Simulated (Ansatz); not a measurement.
With the program Ansatz at the r²SCAN level (PAW), C in the cubic phase (Pn-3m; C on 2a, C on 8e) relaxes to a = 4.809 Å. C on 2a has 4 nearest neighbours from 1.48 Å (tetrahedral).

It is gapped at this level: 4.53 eV (indirect). The valence maximum lies at R and the conduction minimum on the M–Γ line, 58 % of the way from M (12 equivalent valleys). The screened hybrid HSE06 puts the gap at 5.54 eV. The electron mass is 2.1, 2.4, 3.2 mₑ (principal values).

The bulk modulus is 176 GPa. The relaxed-ion elastic constants in GPa are C11 = 194, C12 = 168, C44 = 39.5. The elastic constants imply a Debye temperature near 566 K.

The start of the workflow was typed in or built on a structure type; neither database checked (COD, Materials Project) lists it. It is not the phase usual at ambient conditions (space group No. 194, 227). The cell was relaxed with r²SCAN under the symmetry of its start; whether a distortion lowers the energy is not shown.

Potentials: the earlier of the program's two PAW sets.
